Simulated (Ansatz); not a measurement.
FeCo$_{3}$ (Cu3Au type, Pm-3m) under volume change, the program Ansatz at the PBEsol level (PAW), scaled uniformly.

```tsv
V (Å³/atom)	E − E(relaxed) (meV/atom)	P (GPa)
9.651	69.1	23.88
9.970	29.7	15.48
10.288	7.2	7.37
10.606	0.0	-0.01
10.924	6.5	-6.33
11.242	24.3	-11.44
11.560	51.6	-15.88
```

What does a third-order Birch–Murnaghan fit give for V₀, B₀ and B′?

V₀ = 10.61 Å³/atom, B₀ = 218 GPa, B′ = 3.3.

The workflow started from a Materials Project entry (that database holds measured and hypothetical structures alike); the Crystallography Open Database copy checked does not list it. Whether it is the stable phase at ambient conditions was not checked. The cell was relaxed with PBEsol under the symmetry of its start; its stability against distortions is not shown here. Magnetic state: ferromagnetic, chosen from 5 collinear starts compared on coarse meshes (ties went to the first, and starts can fall back to one state), not a proven ground state.

Potentials: the later of the program's two PAW sets.
